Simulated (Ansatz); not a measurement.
Computed with DFT PBE, scalar-relativistic, plane waves, PAW (Ansatz 0.2.0). The final run on the 14-atom cell used 420 eV, a Γ-centred 10×10×4 mesh, 0.10 eV smearing and collinear spin.

Formation energies are uncorrected and count from the elements' standard states at the same level.

**Question.** Give a relaxed trial structure of a tetragonal metal that holds Ga and 2 more elements, with a formation energy near −2.42 eV/atom and about 16 Å³ per atom, in a cell of 14 atoms.

**Answer.** Na3Ga2F9, space group P4/mmm (No. 123). Na on a site of symmetry 4/mmm has 8 F at 2.61 Å and 4 F at 2.77 Å; Na on a site of symmetry 4mm is surrounded by 4 F at 2.30 Å and 1 Na at 2.41 Å; Ga is surrounded by 1 F at 1.77 Å and 5 F at 1.99–2.08 Å; around F on a site of symmetry 2mm lie 2 Ga at 1.99 Å, 2 F at 2.61 Å and 2 Na at 2.61 Å; 3 more sites not described.

```cif
data_structure
_symmetry_space_group_name_H-M 'P 1'
_symmetry_Int_Tables_number 1
_cell_length_a 3.9193
_cell_length_b 3.9193
_cell_length_c 14.7244
_cell_angle_alpha 90.000
_cell_angle_beta 90.000
_cell_angle_gamma 90.000
_cell_volume 226.18
loop_
_atom_site_label
_atom_site_type_symbol
_atom_site_fract_x
_atom_site_fract_y
_atom_site_fract_z
_atom_site_occupancy
Na1 Na 0.50000 0.50000 0.00000 1
Na2 Na 0.50000 0.50000 0.41812 1
Na3 Na 0.50000 0.50000 0.58188 1
Ga1 Ga 0.00000 0.00000 0.85883 1
Ga2 Ga 0.00000 0.00000 0.14117 1
F1 F 0.50000 0.00000 0.88286 1
F2 F 0.50000 0.00000 0.11714 1
F3 F 0.00000 0.50000 0.88286 1
F4 F 0.00000 0.50000 0.11714 1
F5 F 0.00000 0.00000 0.00000 1
F6 F 0.00000 0.00000 0.26154 1
F7 F 0.00000 0.00000 0.73846 1
F8 F 0.50000 0.00000 0.50000 1
F9 F 0.00000 0.50000 0.50000 1
```

* Volume per atom: 16.2 Å³
* Density: 2.8 g/cm³
* Energy over the elements: −2.42 eV/atom
* Gap on the 10×10×4 mesh of the 14-atom cell: 0 eV (a metal)
* Net moment per atom: 0.02 μB
* Moment by site: F 0.1 (×2) μB

The cell was found from a structure generator's guess, not taken from experiment. The answer needn't be unique; the calculation gave this one.

Weakly bound directions are ill-defined at this level, which has no dispersion term. Another magnetic order may lie lower. A structure relaxed within its symmetry needn't be a true minimum. Site moments count only spheres around the atoms; the net moment includes the space between them.
